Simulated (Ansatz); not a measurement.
# Fields on a plane of TiO2 (rutile)

```yaml
crystal:
  lattice:
    - [4.64353, 0.00000, 0.00000]
    - [0.00000, 4.64353, 0.00000]
    - [0.00000, 0.00000, 2.96370]
  atoms:
    - { symbol: Ti, position: [0.00000, 0.00000, 0.00000] }
    - { symbol: Ti, position: [0.50000, 0.50000, 0.50000] }
    - { symbol: O, position: [0.30512, 0.30512, 0.00000] }
    - { symbol: O, position: [0.80512, 0.19488, 0.50000] }
    - { symbol: O, position: [0.19488, 0.80512, 0.50000] }
    - { symbol: O, position: [0.69488, 0.69488, 0.00000] }
```

The slice is a (-1 1 0) plane (indices of the conventional cell) through the point (0.805, 0.195, 0.500) (fractional), spanned by u = [001] and v = [110] in vectors of this cell: u (2.96 Å) and v (6.57 Å, at 90° to u). It covers one period; positions are fractions (u, v).

Atoms on it: O at (0.00, 0.00). Other atoms lie within 1 Å of the plane.

Computed with PBE (plane waves to 420 eV, PAW, scalar-relativistic; Ansatz, a quantum-chemistry and plane-wave program). k mesh 7×7×11. Inside the PAW spheres the values are not all-electron values, and peaks at nuclei hang on which shells count as valence. The PAW data are Ansatz's earlier set. TiO2 is run without spin polarisation. TiO2 was relaxed with its symmetry unable to fall.

```
|5544331100000000000000113344|
|9977441100000000000000114477|
|6655221100000000000000112255|
|2222110000000000000000001122|
|1100000000000000000000000000|
|0000000000000000000000000000|
|0000000000000000000000000000|
|0000000000000000000000000000|
|0000000000000000000000000000|
|0000000000000000000000000000|
|0000000000000000000000000000|
|0000000000000000000000000000|
|0000000000000000000000000000|
|0000000000000000000000000000|
|0000000000000000000000000000|
|0000000000000000000000000000|
|0000000000000000000000000000|
|0000000000000000000000000000|
|0000000000000000000000000000|
|0000000000000000000000000000|
|0000000000000000000000000000|
|0000000000000000000000000000|
|0000000000000000000000000000|
|0000000000000000000000000000|
|0000000000000000000000000000|
|0000000000000000000000000000|
|1100000000000000000000000000|
|2222110000000000000000001122|
|6655221100000000000000112255|
|9977441100000000000000114477|
|5544331100000000000000113344|
|0000111100000000000000111100|
```
Scale: ten equal steps from 0.001 (start of '0') to 0.383 (end of '9'), in the order '0123456789'. Values: density of the highest valence band (whole band, smooth part) in e/Å³. The map has 14 points along u (two characters each, u = 0 at the left) and 32 along v (v = 0 in the bottom row). 

```
|xxxx@@@@%%==      ==%%@@@@xx|
|@@@@@@@@##--      --##@@@@@@|
|@@@@@@%%**::      ::**%%@@@@|
|@@@@%%**--..      ..--**%%@@|
|****==::..          ..::==**|
|::::..                  ..::|
|                            |
|            ......          |
|            ......          |
|            ......          |
|::..          ..          ..|
|++==::..              ..::==|
|##**++::..          ..::++**|
|%%%%##==::          ::==##%%|
|@@@@%%**--..      ..--**%%@@|
|@@@@%%**--..      ..--**%%@@|
|@@@@%%**--..      ..--**%%@@|
|%%%%##==::          ::==##%%|
|##**++::..          ..::++**|
|++==::..              ..::==|
|::..          ..          ..|
|            ......          |
|            ......          |
|            ......          |
|                            |
|::::..                  ..::|
|****==::..          ..::==**|
|@@@@%%**--..      ..--**%%@@|
|@@@@@@%%**::      ::**%%@@@@|
|@@@@@@@@##--      --##@@@@@@|
|xxxx@@@@%%==      ==%%@@@@xx|
|xxxx@@@@%%==..  ..==%%@@@@xx|
```
Scale: ten equal steps from 0.01 (start of ' ') to 0.82 (end of '@'), in the order ' .:-=+*#%@'. Values: electron localisation function (ELF). The map has 14 points along u (two characters each, u = 0 at the left) and 32 along v (v = 0 in the bottom row). Points within 0.4 Å of a nucleus are blanked (x), as the pseudised field means little there.
